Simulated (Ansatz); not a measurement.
Geometry optimisation in Ansatz: input, command and trajectory.

```yaml
crystal:
  lattice:
    - [6.4306312823, 0.0, 0.0]
    - [-3.2153156412, 5.5690900529, 0.0]
    - [0.0, 0.0, 5.1615738011]
  atoms:
    - { symbol: Ca, position: [0.833, 0.666, 0.25] }
    - { symbol: Ca, position: [0.167, 0.833, 0.75] }
    - { symbol: Ca, position: [0.334, 0.167, 0.25] }
    - { symbol: Ca, position: [0.167, 0.334, 0.75] }
    - { symbol: Ca, position: [0.833, 0.167, 0.25] }
    - { symbol: Ca, position: [0.666, 0.833, 0.75] }
    - { symbol: B, position: [0.3333333333, 0.6666666667, 0.25] }
    - { symbol: B, position: [0.6666666667, 0.3333333333, 0.75] }
basis:
  ecutwfc: 420
kpoints:
  mp_grid: { grid: [3, 3, 4] }
hamiltonian:
  xc: pbe
scf:
  occupations: { method: gaussian, width: 0.1 }
  lower_state_search: "off"
output:
  forces: true
  stress: true
  eigenvalues: true
relax:
  adjacent_minimum: "off"
  f_tol: 0.04
  max_steps: 70
  cell: { stress_tol: 0.4 }
```

```bash
ansatz run input.yaml --threads 1 --pin off --max-ram 2560MiB --backend cpu --events-out ev --progress --plain --runs-dir out
```

Computed with DFT PBE, scalar-relativistic, plane waves, PAW in Ansatz.

Of 16 frames 10 are shown, positions in Å and forces in eV/Å; the SCF threshold varies from step to step. Steps run on the plane waves of an earlier cell, with a Pulay correction in the pressure. The basis is chosen afresh for the last frame, the zero of the energies, and at times for earlier ones too; energy and pressure step there, also at an unchanged geometry. Here that happened at steps 8 (-10 meV/atom, 0.5 GPa), 16 (-7 meV/atom, 0.2 GPa); the frames before carry an error of that size.

```xyz
8
Lattice="6.4306 0.0000 0.0000 -3.2153 5.5691 0.0000 0.0000 0.0000 5.1616" Properties=species:S:1:pos:R:3:forces:R:3 pbc="T T T" step=1 free_energy_over_end_meV_per_atom=262.94 pressure_GPa=3.47
Ca    3.2153    3.7090    1.2904    0.0000   -1.4498    0.0000
Ca   -1.6044    4.6391    3.8712    1.2556   -0.7249    0.0000
Ca    1.6109    0.9300    1.2904    1.2556    0.7249    0.0000
Ca    0.0000    1.8601    3.8712    0.0000    1.4498    0.0000
Ca    4.8198    0.9300    1.2904   -1.2556    0.7249    0.0000
Ca    1.6044    4.6391    3.8712   -1.2556   -0.7249    0.0000
B     0.0000    3.7127    1.2904    0.0000    0.0000    0.0000
B     3.2153    1.8564    3.8712    0.0000    0.0000    0.0000
8
Lattice="6.7542 0.0000 0.0000 -3.3771 5.8493 0.0000 0.0000 0.0000 4.9746" Properties=species:S:1:pos:R:3:forces:R:3 pbc="T T T" step=3 free_energy_over_end_meV_per_atom=138.35 pressure_GPa=0.45
Ca    3.3771    3.7208    1.2437    0.0000   -0.0453    0.0000
Ca   -1.5338    4.7850    3.7310    0.0392   -0.0226    0.0000
Ca    1.8433    1.0642    1.2437    0.0392    0.0226    0.0000
Ca    0.0000    2.1285    3.7310    0.0000    0.0453    0.0000
Ca    4.9109    1.0642    1.2437   -0.0392    0.0226    0.0000
Ca    1.5338    4.7850    3.7310   -0.0392   -0.0226    0.0000
B     0.0000    3.8995    1.2437    0.0000    0.0000    0.0000
B     3.3771    1.9498    3.7310    0.0000    0.0000    0.0000
8
Lattice="6.9437 0.0000 0.0000 -3.4718 6.0134 0.0000 0.0000 0.0000 4.7272" Properties=species:S:1:pos:R:3:forces:R:3 pbc="T T T" step=4 free_energy_over_end_meV_per_atom=109.33 pressure_GPa=0.63
Ca    3.4718    3.7930    1.1818    0.0000   -0.2003    0.0000
Ca   -1.5489    4.9032    3.5454    0.1735   -0.1002    0.0000
Ca    1.9229    1.1102    1.1818    0.1735    0.1002    0.0000
Ca    0.0000    2.2204    3.5454    0.0000    0.2003    0.0000
Ca    5.0208    1.1102    1.1818   -0.1735    0.1002    0.0000
Ca    1.5489    4.9032    3.5454   -0.1735   -0.1002    0.0000
B     0.0000    4.0089    1.1818    0.0000    0.0000    0.0000
B     3.4718    2.0045    3.5454    0.0000    0.0000    0.0000
8
Lattice="7.4909 0.0000 0.0000 -3.7455 6.4873 0.0000 0.0000 0.0000 4.3389" Properties=species:S:1:pos:R:3:forces:R:3 pbc="T T T" step=6 free_energy_over_end_meV_per_atom=62.40 pressure_GPa=0.31
Ca    3.7455    3.9733    1.0847    0.0000   -0.1099    0.0000
Ca   -1.5682    5.2303    3.2542    0.0951   -0.0549    0.0000
Ca    2.1773    1.2570    1.0847    0.0951    0.0549    0.0000
Ca    0.0000    2.5141    3.2542    0.0000    0.1099    0.0000
Ca    5.3137    1.2570    1.0847   -0.0951    0.0549    0.0000
Ca    1.5682    5.2303    3.2542   -0.0951   -0.0549    0.0000
B     0.0000    4.3249    1.0847    0.0000    0.0000    0.0000
B     3.7455    2.1624    3.2542    0.0000    0.0000    0.0000
8
Lattice="7.7471 0.0000 0.0000 -3.8736 6.7092 0.0000 0.0000 0.0000 4.2043" Properties=species:S:1:pos:R:3:forces:R:3 pbc="T T T" step=8 free_energy_over_end_meV_per_atom=44.79 pressure_GPa=0.64
Ca    3.8736    4.0537    1.0511    0.0000   -0.0349    0.0000
Ca   -1.5738    5.3815    3.1532    0.0302   -0.0175    0.0000
Ca    2.2997    1.3278    1.0511    0.0302    0.0175    0.0000
Ca    0.0000    2.6555    3.1532    0.0000    0.0349    0.0000
Ca    5.4474    1.3278    1.0511   -0.0302    0.0175    0.0000
Ca    1.5738    5.3815    3.1532   -0.0302   -0.0175    0.0000
B     0.0000    4.4728    1.0511    0.0000    0.0000    0.0000
B     3.8736    2.2364    3.1532    0.0000    0.0000    0.0000
8
Lattice="8.0492 0.0000 0.0000 -4.0246 6.9709 0.0000 0.0000 0.0000 4.1470" Properties=species:S:1:pos:R:3:forces:R:3 pbc="T T T" step=9 free_energy_over_end_meV_per_atom=36.65 pressure_GPa=0.19
Ca    4.0246    4.1460    1.0367    0.0000    0.1065    0.0000
Ca   -1.5783    5.5584    3.1102   -0.0922    0.0533    0.0000
Ca    2.4464    1.4124    1.0367   -0.0922   -0.0533    0.0000
Ca    0.0000    2.8248    3.1102    0.0000   -0.1065    0.0000
Ca    5.6029    1.4124    1.0367    0.0922   -0.0533    0.0000
Ca    1.5783    5.5584    3.1102    0.0922    0.0533    0.0000
B     0.0000    4.6472    1.0367    0.0000    0.0000    0.0000
B     4.0246    2.3236    3.1102    0.0000    0.0000    0.0000
8
Lattice="8.6842 0.0000 0.0000 -4.3421 7.5207 0.0000 0.0000 0.0000 3.8627" Properties=species:S:1:pos:R:3:forces:R:3 pbc="T T T" step=11 free_energy_over_end_meV_per_atom=13.96 pressure_GPa=0.26
Ca    4.3421    4.4146    0.9657    0.0000    0.0248    0.0000
Ca   -1.6521    5.9677    2.8970   -0.0214    0.0124    0.0000
Ca    2.6900    1.5531    0.9657   -0.0214   -0.0124    0.0000
Ca    0.0000    3.1061    2.8970    0.0000   -0.0248    0.0000
Ca    5.9942    1.5531    0.9657    0.0214   -0.0124    0.0000
Ca    1.6521    5.9677    2.8970    0.0214    0.0124    0.0000
B     0.0000    5.0138    0.9657    0.0000    0.0000    0.0000
B     4.3421    2.5069    2.8970    0.0000    0.0000    0.0000
8
Lattice="9.1815 0.0000 0.0000 -4.5907 7.9514 0.0000 0.0000 0.0000 3.6685" Properties=species:S:1:pos:R:3:forces:R:3 pbc="T T T" step=13 free_energy_over_end_meV_per_atom=8.45 pressure_GPa=0.39
Ca    4.5907    4.5781    0.9171    0.0000    0.0563    0.0000
Ca   -1.6693    6.2647    2.7514   -0.0488    0.0282    0.0000
Ca    2.9214    1.6867    0.9171   -0.0488   -0.0282    0.0000
Ca    0.0000    3.3733    2.7514    0.0000   -0.0563    0.0000
Ca    6.2601    1.6867    0.9171    0.0488   -0.0282    0.0000
Ca    1.6693    6.2647    2.7514    0.0488    0.0282    0.0000
B     0.0000    5.3009    0.9171    0.0000    0.0000    0.0000
B     4.5907    2.6505    2.7514    0.0000    0.0000    0.0000
8
Lattice="9.0906 0.0000 0.0000 -4.5453 7.8727 0.0000 0.0000 0.0000 3.7669" Properties=species:S:1:pos:R:3:forces:R:3 pbc="T T T" step=14 free_energy_over_end_meV_per_atom=7.34 pressure_GPa=-0.16
Ca    4.5453    4.5507    0.9417    0.0000    0.0438    0.0000
Ca   -1.6683    6.2117    2.8252   -0.0379    0.0219    0.0000
Ca    2.8770    1.6610    0.9417   -0.0379   -0.0219    0.0000
Ca    0.0000    3.3220    2.8252    0.0000   -0.0438    0.0000
Ca    6.2137    1.6610    0.9417    0.0379   -0.0219    0.0000
Ca    1.6683    6.2117    2.8252    0.0379    0.0219    0.0000
B     0.0000    5.2485    0.9417    0.0000    0.0000    0.0000
B     4.5453    2.6242    2.8252    0.0000    0.0000    0.0000
8
Lattice="9.1245 0.0000 0.0000 -4.5623 7.9021 0.0000 0.0000 0.0000 3.7233" Properties=species:S:1:pos:R:3:forces:R:3 pbc="T T T" step=16 free_energy_over_end_meV_per_atom=0.00 pressure_GPa=0.25
Ca    4.5623    4.5662    0.9308    0.0000   -0.0023    0.0000
Ca   -1.6733    6.2341    2.7925    0.0020   -0.0011    0.0000
Ca    2.8890    1.6680    0.9308    0.0020    0.0011    0.0000
Ca    0.0000    3.3359    2.7925    0.0000    0.0023    0.0000
Ca    6.2355    1.6680    0.9308   -0.0020    0.0011    0.0000
Ca    1.6733    6.2341    2.7925   -0.0020   -0.0011    0.0000
B     0.0000    5.2680    0.9308    0.0000    0.0000    0.0000
B     4.5623    2.6340    2.7925    0.0000    0.0000    0.0000
```

The start puts this composition into another compound's structure type, which needn't suit it. The cell swells from 23.1 to 33.6 Å³ an atom, so the end can be far from any stable crystal. At the end the space group is P6_3/mmc (tolerance 0.05 Å).

The run took 68 s on 1 thread of Arm Neoverse V2, on a shared host, peak memory 0.46 GiB.

The k mesh is coarse.